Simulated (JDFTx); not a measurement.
Input for a modified build of JDFTx: tert-butylthiol, C4H10S (SMILES CC(C)(C)S), charge 0, multiplicity 1, CANDLE, water, 3 M KF; lengths in bohr, energies in hartree. The run starts from orbitals saved by an earlier run of the same system.

```
lattice \
  22.6767134955 0.0000000000 0.0000000000 \
  0.0000000000 23.6215765578 0.0000000000 \
  0.0000000000 0.0000000000 21.7318504332
coords-type Cartesian
ion C -1.0676900907 2.3765615657 1.3449662525 0
ion C -0.0614340811 0.0001621123 0.0716579961 0
ion C -1.0668511536 -2.3768139287 1.3446170103 0
ion C 2.8168379714 0.0006923142 0.0192125996 0
ion S -1.0908241441 0.0001014822 -3.2858293540 0
ion H -0.3883468666 2.4717925872 3.2848517361 0
ion H -0.4287901039 4.0545092844 0.3442671227 0
ion H -3.1246788616 2.3798731930 1.3763688751 0
ion H -0.4238145062 -4.0545092844 0.3461749643 0
ion H -0.3909721783 -2.4698072654 3.2858293540 0
ion H -3.1238913195 -2.3829448016 1.3722698986 0
ion H 3.5179430766 -1.6652087308 -0.9603615468 0
ion H 3.5174732976 1.6689318136 -0.9567329373 0
ion H 3.5575611113 -0.0013066887 1.9377337411 0
ion H -3.5575611113 0.0003483361 -2.7937041453 0
ion-species pseudo/c_pbe_v1.2.upf
ion-species pseudo/s_pbe_v1.4.upf
ion-species pseudo/h_pbe_v1.4.upf
core-overlap-check none
elec-cutoff 20 100
elec-ex-corr gga-PBE
symmetries none
elec-n-bands 16
electronic-minimize nIterations 150 energyDiffThreshold 1e-7
fluid LinearPCM
pcm-variant CANDLE
fluid-solvent H2O
fluid-cation K+ 3
fluid-anion F- 3
fluid-minimize nIterations 400 knormThreshold 1e-11
wavefunction read s0.wfns 19
dump-name s8.$VAR
dump End State Ecomponents EigStats BandEigs Forces ElecDensity IonicPositions FluidDebug
```

The log closes as follows.

```
[...]
ElecMinimize: Iter:   7  Etot: -39.045292574293640  |grad|_K:  2.524e-07  alpha:  1.081e+00  linmin:  1.166e-07
ElecMinimize: Iter:   8  Etot: -39.045292623020984  |grad|_K:  1.285e-07  alpha:  9.788e-01  linmin: -7.745e-02
ElecMinimize: Iter:   9  Etot: -39.045292638151636  |grad|_K:  6.995e-08  alpha:  1.058e+00  linmin:  7.556e-05
ElecMinimize: Converged (|Delta Etot|<1.000000e-07 for 2 iters).

# Ionic positions in cartesian coordinates:
ion C  -1.067690090700000   2.376561565700000   1.344966252500000 0
ion C  -0.061434081100000   0.000162112300000   0.071657996100000 0
ion C  -1.066851153600000  -2.376813928700000   1.344617010300000 0
ion C   2.816837971400000   0.000692314200000   0.019212599600000 0
ion S  -1.090824144100000   0.000101482200000  -3.285829354000001 0
ion H  -0.388346866600000   2.471792587200000   3.284851736100000 0
ion H  -0.428790103900000   4.054509284400000   0.344267122700000 0
ion H  -3.124678861600000   2.379873193000000   1.376368875100000 0
ion H  -0.423814506200000  -4.054509284400000   0.346174964300000 0
ion H  -0.390972178300000  -2.469807265400000   3.285829354000001 0
ion H  -3.123891319500000  -2.382944801600000   1.372269898600000 0
ion H   3.517943076599999  -1.665208730800000  -0.960361546800000 0
ion H   3.517473297600000   1.668931813600000  -0.956732937300000 0
ion H   3.557561111299999  -0.001306688700000   1.937733741100000 0
ion H  -3.557561111299999   0.000348336100000  -2.793704145300000 0

# Forces in Cartesian coordinates:
force C   0.001932551464246  -0.004585746878794  -0.003719355964992 0
force C  -0.002581316794026  -0.000007007778987  -0.000520849298970 0
force C   0.001940269561532   0.004595132255311  -0.003719416532756 0
force C  -0.006989809806916   0.000005268012036  -0.004111263050600 0
force S   0.011637952070262  -0.000001596170260  -0.003953402990722 0
force H   0.002740995801876   0.000549044634938   0.009346028925746 0
force H   0.002459912067781   0.007627266416902  -0.003058994960815 0
force H  -0.008309330368552   0.000617746629956   0.000680909586818 0
force H   0.002471570616256  -0.007632839352590  -0.003061024915831 0
force H   0.002733455535253  -0.000547387233214   0.009344711962133 0
force H  -0.008304662576759  -0.000622458219948   0.000670537339092 0
force H   0.004660551483640  -0.007372247085805  -0.003411154001134 0
force H   0.004651627086943   0.007373609314332  -0.003395997203578 0
force H   0.002865618136545  -0.000005860735907   0.008103429464324 0
force H  -0.011994862858926   0.000001875971958   0.000850044863067 0

# Energy components:
   A_diel =       -0.0022487548989386
   Eewald =       47.6190688426855004
       EH =       77.2524188572239439
     Eloc =     -177.2987436647084110
      Enl =        4.6239183439621057
      Exc =      -15.0985356252521630
 Exc_core =        1.9024284534303613
       KE =       21.9564009094059642
-------------------------------------
     Etot =      -39.0452926381516363


	eMin: -0.758710 at state 0 ( [ +0.000000 +0.000000 +0.000000 ] spin 0 )
	HOMO: -0.204674 at state 0 ( [ +0.000000 +0.000000 +0.000000 ] spin 0 )
```

The run took 10 electronic cycles (a count that differs between repeats, as do the digits past 10⁻⁶ Ha); the highest occupied level lies at -5.57 eV from the bulk liquid; the total lies -0.02 eV from the vacuum run at this geometry.
